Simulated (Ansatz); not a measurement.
# Does this entry for MgVFeP₄O₁₄ lie near equilibrium?

The cell is a Materials Project structure (computed, not necessarily an observed phase), atoms as given.

```cif
data_structure
_symmetry_space_group_name_H-M 'P 1'
_symmetry_Int_Tables_number 1
_cell_length_a 5.0168
_cell_length_b 6.8505
_cell_length_c 8.3533
_cell_angle_alpha 90.396
_cell_angle_beta 90.304
_cell_angle_gamma 109.243
_cell_volume 271.03
loop_
_atom_site_label
_atom_site_type_symbol
_atom_site_fract_x
_atom_site_fract_y
_atom_site_fract_z
_atom_site_occupancy
Mg1 Mg 0.61696 0.81699 0.61051 1
V2 V 0.79798 0.28785 0.48746 1
Fe3 Fe 0.21235 0.72322 0.00935 1
P4 P 0.62766 0.49850 0.81085 1
P5 P 0.78368 0.91704 0.22037 1
P6 P 0.23254 0.07898 0.72118 1
P7 P 0.38922 0.51070 0.31884 1
O8 O 0.96344 0.09290 0.63987 1
O9 O 0.89442 0.11140 0.32051 1
O10 O 0.84733 0.50205 0.93531 1
O11 O 0.73308 0.51917 0.63593 1
O12 O 0.56594 0.36785 0.33132 1
O13 O 0.45226 0.05972 0.59581 1
O14 O 0.37553 0.28061 0.82694 1
O15 O 0.60127 0.74847 0.36170 1
O16 O 0.57431 0.92228 0.09043 1
O17 O 0.48044 0.66466 0.82322 1
O18 O 0.27512 0.51083 0.15133 1
O19 O 0.17872 0.49117 0.45711 1
O20 O 0.14857 0.89739 0.83231 1
O21 O 0.01301 0.83169 0.16977 1
```

Sites (sets of like atoms) are named by element and the number of their first atom in this list.

All values are calculated (Ansatz; DFT, PBE, plane waves and PAW, scalar-relativistic, collinear spin, 420 eV cutoff, Γ-centred 5×4×3 k-points, Fermi–Dirac smearing 0.02 eV), not measured. Start moments as typed (μB): 1 on each V, 4 on each Fe, none on the rest.

(1) Do the atoms and the cell lie near the calculated equilibrium?

Results:

(1) Not quite. The largest force is 0.95 eV/Å, on atom 12 (O: 1 P at 1.53 Å, 1 V at 1.94 Å, angle 139°), and the pressure is 0.1 GPa. Relaxing the atoms is still advisable, since electric field gradients respond to shifts of a few hundredths of an ångström.
